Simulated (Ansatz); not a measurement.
Sheets of one type (M2XT2 MXene (fcc sites)-type), DFT-PBE in the program Ansatz with PAW potentials; HSE06 gaps on those cells.

| layer | a (Å) | thickness (Å) |
|---|---|---|
| Nb2H2NO2 | 2.959 | 7.60 |
| Sc2H2NO2 | 3.221 | 6.86 |
| Ta2H2NO2 | [?] | [?] |
| W2H2NO2 | 2.812 | 7.89 |

Task: Some entries are withheld; supply them.

Result: 
- Ta2H2NO2, a (Å): 2.928
- Ta2H2NO2, thickness (Å): 7.73

Began spin-polarised and lost the moments: Nb2H2NO2, M2XT2 MXene (fcc sites)-type layer; Sc2H2NO2, M2XT2 MXene (fcc sites)-type layer; Ta2H2NO2, M2XT2 MXene (fcc sites)-type layer; W2H2NO2, M2XT2 MXene (fcc sites)-type layer. All cells were relaxed under the symmetry of their starts (and spin orders); stability against distortions was not tested throughout. No Hubbard U is applied. Spin–orbit coupling is left out wherever it is not named. Constructed layers (a layer type filled with these elements): Nb2H2NO2, M2XT2 MXene (fcc sites)-type layer; Sc2H2NO2, M2XT2 MXene (fcc sites)-type layer; Ta2H2NO2, M2XT2 MXene (fcc sites)-type layer; W2H2NO2, M2XT2 MXene (fcc sites)-type layer.

Potentials: the later of the program's two PAW sets.
